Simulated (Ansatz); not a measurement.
Single point in Ansatz 0.2.0 with r2SCAN, no spin polarisation. Cutoff 500 eV, PAW datasets, 4×4×4 Γ-centred k mesh, fermi-dirac filling (width 0.1 eV).

Computed maps in the lattice plane spanned by b (left to right, 7.05 Å, 21 points from zero) and c (bottom to top, 9.10 Å, 26 points from zero), 69° apart, at height 0.267 along a. The fields are smooth PAW ones with compensation charges, not the true ones near nuclei.

Valence density. Digits on a logarithmic scale: 0 up to 0.03 e/Å³, each further digit a factor of 1.6, 9 from 1.3 e/Å³ up:
```
345777754224688788753
346799975422468888753
345899997532245777643
345799998642113444432
345689998643100122222
456677887643100000123
466777665542100000013
467877654332222210013
457887643222345442112
346777643213567765322
234566542113678887632
112344432113688778853
101122221003588507874
200001100001478867875
200000000000257888875
200000000000025678764
200000000000002455543
110000000000000123322
222210000000000000112
344332000000000000012
455543200002233210013
456665320024565532123
466765431135788764223
456776532136888886422
346666532236886688632
345676543225786178753
```

ELF. Ten even steps from '0' (0.00) to '9' (0.90):
```
046766553103997249970
046654567510599999960
046631258850058999840
146641238994003676410
356764248997200111001
677776668997200000013
887666556773000000026
888765543420012100027
898877542100267862004
699988762001699998301
179999874003899999830
027999985004997238982
002788874003897003996
300256653001799402998
400001221000489988998
200000000000058999997
000000000000003688863
001210000000000023210
257764100000000000000
799987510000100000014
999998730014564200037
999899840027899850027
888888750048999996004
677766641049997899501
367665431028971079820
146776421017981019950
```

Question: The cell is Cs2As3. Which atoms lie within 0.2 Å of this plane, and where (fractions of b and c)?

Answer: Cs at (0.75, 0.50), As at (0.27, 0.86), Cs at (0.71, 0.00). The whole cell:
```
CELL_PARAMETERS angstrom
-5.11917 0.00000 4.84504
5.11917 0.00000 4.84504
0.00000 7.69981 4.84504
ATOMIC_POSITIONS crystal
Cs 0.75000 0.25000 0.50000
Cs 0.25000 0.75000 0.50000
As 0.12460 0.12460 0.14240
As 0.26700 0.26700 0.85760
As 0.87540 0.87540 0.85760
As 0.73300 0.73300 0.14240
As 0.85650 0.85650 0.28700
As 0.14350 0.14350 0.71300
Cs 0.71227 0.28773 0.00000
Cs 0.28773 0.71227 0.00000
```

Origin: a known structure type with other elements, at an estimated volume, so it need not be a known compound. Caveats: atoms or cell far from equilibrium.
